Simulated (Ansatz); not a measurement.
# Stationary points along a deformation path in Ba

Method: DFT LDA, scalar-relativistic, plane waves, PAW in Ansatz. Settings: plane waves to 420 eV, k-mesh 18×18×18 (Γ-centred), Gaussian smearing 0.15 eV. No spin polarisation. Energies are free energies at this smearing, counted from the undisturbed cell; pressure is positive in compression.

Reference structure (relaxed at this level; this simple cubic form isn't the usual structure):

```xyz
1
Lattice="3.7098 0.0000 0.0000 0.0000 3.7098 0.0000 0.0000 0.0000 3.7098" Properties=species:S:1:pos:R:3 pbc="T T T"
Ba    0.0000    0.0000    0.0000
```

At fixed volume and fractional coordinates, lengths along (0.577, 0.577, 0.577) are scaled against those across it; ρ is that ratio over its starting value. V = 51.055 Å³/atom. Δσ is the stress along the axis less the mean stress across it (compression positive).

| ρ | ΔE (meV/atom) | Δσ (GPa) | space group |
| --- | --- | --- | --- |
| 0.500 | -276.8 | 0.00 | Im-3m |
| 0.710 | -102.7 | -2.56 | R-3m |
| 1.000 | 0.0 | 0.00 | Pm-3m |
| 1.410 | -81.4 | 2.49 | R-3m |
| 2.000 | -266.8 | 0.00 | Fm-3m |

Task: How does the stress give the slope of the energy, and where is the energy stationary?

Result: Along the path d ln(length) is 2/3 d ln ρ on the axis and −1/3 d ln ρ across it, so dE/d ln ρ = −(2/3) V Δσ: the energy falls with ρ where Δσ is positive. Δσ vanishes or changes sign at ρ = 0.500 (Im-3m, an end of the scan), at -276.8 meV/atom; at ρ = 1.000 (Pm-3m), a maximum at 0.0 meV/atom; at ρ = 2.000 (Fm-3m, an end of the scan), at -266.8 meV/atom. Pairs of stationary points between two samples would go unseen, and could change a minimum read from distant neighbours into a maximum. At ρ = 0.500, 1.000, 2.000 the cell is cubic, where symmetry alone makes the stress isotropic and the slope zero.

Task: Is the start the lowest point of the path?

Result: No: ρ = 0.500 lies 276.8 meV/atom lower, with no sampled rise above the start on the way. Volume and inner coordinates are held, so a relaxed structure there would lie lower still.

In a metal these slopes depend on the k mesh and the smearing.